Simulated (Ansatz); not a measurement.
Starting cell, SiO2 (rutile):

```
CELL_PARAMETERS angstrom
      4.18475     0.00000     0.00000
      0.00000     4.18475     0.00000
      0.00000     0.00000     2.66845
ATOMIC_POSITIONS crystal
  Si 0.50000 0.50000 0.50000
  Si 0.00000 0.00000 0.00000
  O  0.80610 0.80610 0.50000
  O  0.30610 0.69390 0.00000
  O  0.69390 0.30610 0.00000
  O  0.19390 0.19390 0.50000
```

A phonon eigenvector at Γ is frozen into this cell: atom i moves by Q times the vector below, so Q is the largest atomic displacement, in Å. The cell is held.

| atom | x | y | z |
|---|---|---|---|
| Si1 | 0.000 | 0.000 | 0.487 |
| Si2 | 0.000 | 0.000 | -0.487 |
| O3 | 0.000 | 0.000 | 1.000 |
| O4 | 0.000 | 0.000 | -1.000 |
| O5 | 0.000 | 0.000 | -1.000 |
| O6 | 0.000 | 0.000 | 1.000 |

The numbers are results of r2SCAN (plane waves to 500 eV, PAW, scalar-relativistic; Ansatz, a quantum-chemistry and plane-wave program), not measurements. k mesh 8×8×12 (Γ-centred), Fermi-Dirac smearing 0.05 eV. The energy includes the smearing's −TS. SiO2 was relaxed with its symmetry unable to fall. The PAW data are Ansatz's earlier set. ΔE is measured from the undisplaced structure.

```tsv
Q (Å)	ΔE (meV/cell)
-0.180	2672
-0.150	1850
-0.120	1181
-0.090	663
-0.060	withheld
-0.030	73
0.000	0
0.030	73
0.060	withheld
0.090	663
0.120	1181
0.150	1850
0.180	2672
```

### Question
Fit an even polynomial form (powers 2, 4) to the given rows and predict ΔE at Q = 0.060.

### Answer
Least squares on the 11 given rows: ΔE = (81650)·Q² + (25370)·Q⁴, in meV/cell with Q in Å; root-mean-square residual 0.2 meV/cell. At 0.060 the fit gives 294 meV/cell; the calculation gives 294 meV/cell, the same to the digits shown. The quadratic term alone would give 294 meV/cell.

(For displaced atoms, the force is minus the slope of the energy, and its curvature is a force constant, which sets phonon frequencies.)
